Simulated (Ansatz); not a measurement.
SiC (zinc blende, F-43m), the program Ansatz at the LDA level (PAW): ε∞ = 6.93, cell volume 20.28 Å³. Infrared-active transverse modes:

```
ω_TO (cm⁻¹)  oscillator strength S_xx (e²/amu)
-----------  ---------------------------------
797.9                                   0.8865
```

Question: Compute the static dielectric constant.

Answer: Each mode adds (4.921e7/V) S/ω²: 3.38. So ε0 = 10.3.

Question: What LO frequency does the Lyddane–Sachs–Teller relation give?

Answer: ω_LO = ω_TO √(ε0/ε∞) = 973 cm⁻¹.

The cell was relaxed with LDA under the symmetry of its start; phonons on a q-mesh show no instability.

Potentials: the earlier of the program's two PAW sets.
